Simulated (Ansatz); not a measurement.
Ti₂SnC:
```yaml
crystal:
  lattice:
    - [3.16524, 0.00000, 0.00000]
    - [-1.58262, 2.74118, 0.00000]
    - [0.00000, 0.00000, 13.73098]
  atoms:
    - { symbol: Ti, position: [0.33333, 0.66667, 0.08075] }
    - { symbol: Ti, position: [0.66667, 0.33333, 0.91925] }
    - { symbol: Ti, position: [0.66667, 0.33333, 0.58075] }
    - { symbol: Ti, position: [0.33333, 0.66667, 0.41925] }
    - { symbol: Sn, position: [0.33333, 0.66667, 0.75000] }
    - { symbol: Sn, position: [0.66667, 0.33333, 0.25000] }
    - { symbol: C, position: [0.00000, 0.00000, 0.00000] }
    - { symbol: C, position: [0.00000, 0.00000, 0.50000] }
```

Relaxed with r²SCAN.

Map the valence electron density (e/Å³), cut off at 2 on the plane through (0.333, 0.667, 0.081) spanned by u = [0, 0, 1] and v = [1, -1, 0] in lattice vectors, from r²SCAN in the plane-wave PAW code Ansatz.

x is the fraction of u, y of v (the angle between them is 90°; rows are the nearest grid lines); atoms in the plane: Ti at (0.00, 0.00), Ti at (0.84, 0.33), Ti at (0.50, 0.33), Ti at (0.34, 0.00), Sn at (0.67, 0.00), Sn at (0.17, 0.33), C at (0.92, 0.67), C at (0.42, 0.67).
```
|@@@        :@@@@-     .:@@@@#.      .@@@|
|@@@        :@@@@:     .:@@@@*.       %@@|
|@@+        .@@@@:      :%@@@=.       +@@|
|=:          .-=:...     :=+-.     ...:-=|
|.            ..:--:.    ....      .:-:..|
|              .:=+-.             .:=+=: |
|              .=##+:             .-##+: |
|.             .=%%#-             .=%%#-.|
|.             .+%%#-             .+%%#-.|
|              .-##+:             .=##+: |
|              .:=+=:             .:=+-. |
|     ....      .:-:.            ..:--:. |
|     :=+-.     ...:-:          .-=:...  |
|    .=@@%:.      .:@@:         =@@+..   |
|    :%@@@=.       +@@+        .@@@@:    |
|   .:@@@@#.      .@@@@        :@@@@-    |
|   .:@@@@*.       %@@@        :@@@@:    |
|    :%@@@=.       +@@+        .@@@@.    |
|    .=@@%:.       :@@:         =@@+.    |
|.   .:=+-.        .::   ....   .--.    .|
|=:   ....   .--.       .:=+-.        .:=|
|@@+        .@@@@.      :%@@@=.       +@@|
|@@@        :@@@@:     .:@@@@*.       %@@|
|@@@        :@@@@-     .:@@@@#.      .@@@|
```
Scale: ten equal steps from 0.103 (start of ' ') to 2.00 (end of '@'), in the order ' .:-=+*#%@'; x runs from 0.000 to 1.00, y from 0.000 (bottom) to 1.00 (top).

The density is the valence pseudo-density with augmentation charge, so density and ELF within about 1 Å of a nucleus are not all-electron values.

Space group P6_3/mmc. The first step of the workflow began from a Materials Project structure, measured or hypothetical; the Crystallography Open Database copy checked does not list it. Whether it is the stable phase at ambient conditions was not checked. The cell was relaxed with r²SCAN under the symmetry of its start; whether a distortion lowers the energy is not shown. No spin polarisation was allowed. Scalar-relativistic: spin–orbit coupling is off unless named, which matters more the heavier the elements.

Potentials: the later of the program's two PAW sets.
